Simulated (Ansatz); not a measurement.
**Profile along the B–B line in RuB2 (space group Pmmn)**

RuB2 (space group Pmmn)

```yaml
crystal:
  lattice:
    - [2.84949, 0.00000, 0.00000]
    - [0.00000, 4.62569, 0.00000]
    - [0.00000, 0.00000, 4.02364]
  atoms:
    - { symbol: B, position: [0.00000, 0.80386, 0.36259] }
    - { symbol: B, position: [0.00000, 0.19614, 0.36259] }
    - { symbol: B, position: [0.50000, 0.69614, 0.63741] }
    - { symbol: B, position: [0.50000, 0.30386, 0.63741] }
    - { symbol: Ru, position: [0.00000, 0.00000, 0.84873] }
    - { symbol: Ru, position: [0.50000, 0.50000, 0.15127] }
```

Fields along a shortest B–B line of a (001) plane (1.81 Å), from B to B, interpolated on the slice's grid (step about 0.2 Å). Computed with PBEsol (plane waves to 420 eV, PAW, scalar-relativistic; Ansatz, a program for electronic structure). k mesh 16×10×12. Near the nuclei the fields are pseudised (PAW); where an atom keeps semicore shells as valence, they peak there. RuB2 is run without spin polarisation. RuB2 was relaxed with its symmetry unable to fall.

```tsv
distance from B (Å)	valence electron density (e/Å³)	electron localisation function
0.00	0.23	x
0.09	0.27	x
0.18	0.40	x
0.27	0.55	x
0.36	0.68	x
0.45	0.76	0.40
0.54	0.79	0.61
0.63	0.78	0.75
0.72	0.76	0.82
0.81	0.74	0.84
0.91	0.73	0.85
1.00	0.74	0.84
1.09	0.76	0.82
1.18	0.78	0.74
1.27	0.78	0.61
1.36	0.76	0.42
1.45	0.69	x
1.54	0.55	x
1.63	0.38	x
1.72	0.27	x
1.81	0.26	x
```

x: too close to a nucleus for the ELF to mean much.

Density on the B–B line (1.81 Å) at its midpoint: 0.73 e/Å³. ELF at that point: 0.8. ELF maximum in the middle third of the B–B line: 0.85, 0.9 Å from B.
